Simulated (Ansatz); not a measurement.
LiCu2P2:
```
CELL_PARAMETERS angstrom
     -1.92881     1.92881     4.74498
      1.92881    -1.92881     4.74498
      1.92881     1.92881    -4.74498
ATOMIC_POSITIONS crystal
  P  0.38712 0.38712 0.00000
  P  0.61288 0.61288 0.00000
  Cu 0.75000 0.25000 0.50000
  Cu 0.25000 0.75000 0.50000
  Li 0.00000 0.00000 0.00000
```

Relaxed with r²SCAN. Special points in fractions of this cell's reciprocal vectors: Γ (0.000, 0.000, 0.000); X (0.000, 0.000, 0.500); P (0.250, 0.250, 0.250); N (0.000, 0.500, 0.000); M (0.500, 0.500, -0.500); S (0.291, 0.709, -0.291); S0 (-0.291, 0.291, 0.291); R (-0.083, 0.083, 0.500); G (0.500, 0.500, -0.083).

Q: List the band energies nearest the Fermi level at these points for r²SCAN (plane waves, PAW; program Ansatz).

A: In eV from the Fermi level; about four levels below and three above (degenerate sets whole), none deeper than 8.9 eV; points with the same levels are listed once.

```csv
k,below,above
Γ,-1.74 -1.74 -0.82 -0.82,2.75 3.02 3.20
X,-3.29 -2.42 -2.01 -1.42,1.22 2.81 2.89
P,-2.90 -2.90 -1.91 -1.91,0.97 4.00 4.57
N,-3.55 -2.70 -1.17 -0.88,0.72 1.97 2.63
M,-2.75 -2.75 -2.64 -1.62,1.83 1.89 2.08 2.08
S,-3.54 -1.93 -1.59 -1.45,1.22 2.45 3.35
R,-3.09 -2.42 -1.80 -1.19,1.37 2.93 2.95
```

Space group I4/mmm. The workflow started from an entry of the Crystallography Open Database (COD). Its standing as an ambient phase is unchecked. Symmetry was held in the r²SCAN relaxation; its stability against distortions is not shown here. The run is not spin-polarised.

Potentials: the later of the program's two PAW sets.
